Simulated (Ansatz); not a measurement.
One crystal and one scan (frozen-phonon scan) at two levels, PBE (plane waves to 420 eV, PAW, scalar-relativistic; Ansatz, an electronic-structure program) and r2SCAN (plane waves to 500 eV, PAW, scalar-relativistic; Ansatz), each from its own relaxed cell and on its own mesh.

The crystal is HfN (rock salt); a phonon pattern at L = (0.5, 0.0, 0.0) is frozen into a 4-atom cell, Q being the largest atomic displacement.

HfN is run without spin polarisation. HfN was relaxed with its symmetry unable to fall. Spin-orbit coupling is left out, though Hf is heavy. With partly filled bands, energies and forces of such displacements shift with the k mesh and the smearing. Both scans cover Q from -0.280 to 0.280 Å.

```csv
quantity,run 1,run 2
Lattice constant a (Å),4.548,4.525
Energy at Q = 0.280 Å (meV/cell),1050,1106
Harmonic wavenumber from the curvature (finite differences) (cm⁻¹ (negative: imaginary)),508,523
```

Which run is which level?

Run 1 is PBE, run 2 is r2SCAN. PBE gives the higher value for: lattice constant a. PBE gives the lower value for: energy at Q = 0.280 Å; harmonic wavenumber from the curvature. Both give the same space group of the distorted cell: P-1 (No. 2), lowered from Fm-3m. Neither level is exact: the differences show how much the result hangs on the functional.

(A displaced cell: forces are minus the slopes of the energy, force constants its curvatures, and phonons follow from these.)
